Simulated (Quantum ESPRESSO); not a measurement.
# Kohn-Sham bands of CsH (CsCl type)

```
CsH
1.0
    3.81841     0.00000     0.00000
    0.00000     3.81841     0.00000
    0.00000     0.00000     3.81841
Cs H
1 1
Direct
  0.00000   0.00000   0.00000
  0.50000   0.50000   0.50000
```

Cell from Materials Project (mp-632319), symmetrised, no further relaxation. Not found in the COD (Crystallography Open Database) copy used, which has the formula in other groups; not checked further. Computed values, not measurements, from PBEsol: Quantum ESPRESSO (norm-conserving PseudoDojo potentials, cutoff 58 Ry, spinors with spin-orbit coupling) on a Γ-centred 8×8×8 mesh, then Wannier90. Density: 8×8×8 mesh, cold smearing 0.01 Ry.

Energies are relative to the valence-band maximum; weights are on the orthonormalised atomic waves of the pseudopotential files, averaged over the group. 10 electrons a cell are treated as valence.

```
bands  from (eV)  to (eV)  filling  weight on atomic waves
-----  ---------  -------  -------  ----------------------
1–2       -21.81   -21.35   filled                     ___
3–4        -9.94    -9.09   filled                     ___
5–8        -8.65    -7.17   filled                     ___
9–10       -2.05     0.00   filled                     ___
```

**Question.** Which atomic shells make up each group?

**Answer.** 
- 1–2, weight on atomic waves: Cs 5s 95 %, Cs 6s 5 %
- 3–4, weight on atomic waves: Cs 5p 98 %
- 5–8, weight on atomic waves: Cs 5p 98 %
- 9–10, weight on atomic waves: H 1s 77 %, Cs 6s 13 %

The Kohn-Sham gap over both meshes and the path is 2.46 eV.
